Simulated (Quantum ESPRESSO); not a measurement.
```cif
data_O8Si4
_chemical_formula_sum 'O8 Si4'
_space_group_name_H-M_alt 'P 1'
_space_group_IT_number 1
_cell_length_a 4.93078
_cell_length_b 8.17971
_cell_length_c 5.00506
_cell_angle_alpha 90.000
_cell_angle_beta 118.368
_cell_angle_gamma 90.000
loop_
_space_group_symop_operation_xyz
  'x, y, z'
loop_
_atom_site_label
_atom_site_type_symbol
_atom_site_fract_x
_atom_site_fract_y
_atom_site_fract_z
_atom_site_occupancy
O1 O 0.45118 0.94627 0.59022 1
O2 O 0.54882 0.44627 0.40978 1
O3 O 0.65078 0.75069 0.30944 1
O4 O 0.34922 0.25069 0.69056 1
O5 O 0.10911 0.54542 0.53410 1
O6 O 0.89089 0.04542 0.46590 1
O7 O 0.67750 0.51129 0.96944 1
O8 O 0.32250 0.01129 0.03056 1
Si1 Si 0.58146 0.93778 0.34949 1
Si2 Si 0.41854 0.43778 0.65051 1
Si3 Si 0.74575 0.56366 0.30622 1
Si4 Si 0.25425 0.06366 0.69378 1
```

The geometry is that of Materials Project entry mp-972808, symmetrised and not relaxed again.

Q: What does norm-conserving PBEsol (Quantum ESPRESSO, 84 Ry, scalar-relativistic) give for the electronic structure near the Fermi level?

A: The PBEsol gap is direct, 5.74 eV at Γ. Another valence extremum on the path lies within 0.02 eV, too close to call. 

This is not the ordinary phase of the substance; no match was found in the copy of COD used, and its stability was not checked.
